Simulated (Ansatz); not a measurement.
A plane-wave DFT run in Ansatz 0.2.0 (scalar-relativistic PAW potentials unless the input names others): input and command.

```yaml
crystal:
  lattice:
    - [3.8577735199, 0.0, 0.0]
    - [-1.9288867599, 3.3409298702, 0.0]
    - [0.0, 0.0, 9.5287449813]
  atoms:
    - { symbol: Pt, position: [0.0, 0.0, 0.0] }
    - { symbol: Sb, position: [0.6666666667, 0.3333333333, 0.1666666667] }
    - { symbol: Pt, position: [0.3333333333, 0.6666666667, 0.3333333333] }
    - { symbol: Sb, position: [0.0, 0.0, 0.5] }
    - { symbol: Pt, position: [0.6666666667, 0.3333333333, 0.6666666667] }
    - { symbol: Sb, position: [0.3333333333, 0.6666666667, 0.8333333333] }
basis:
  ecutwfc: 420
kpoints:
  mp_grid: { grid: [0, 12, 4] }
hamiltonian:
  xc: pbesol
scf:
  occupations: { method: gaussian, width: 0.1 }
  max_iter: 80
output:
  forces: true
  eigenvalues: true
  stress: true
```

```bash
ansatz run input.yaml --threads 1 --pin off --max-ram 2560MiB --backend cpu --events-out ev --progress --plain --runs-dir out
```

**Question.** Will this input run?

**Answer.** The program refuses it, because of a mesh with a zero (kpoints.mp_grid.grid: [12, 12, 4] → [0, 12, 4]). With the sound run's settings it is accepted.

Abridged log:
```
Error: invalid value for `kpoints.mp_grid.grid`: each dimension must be in 1..=255
```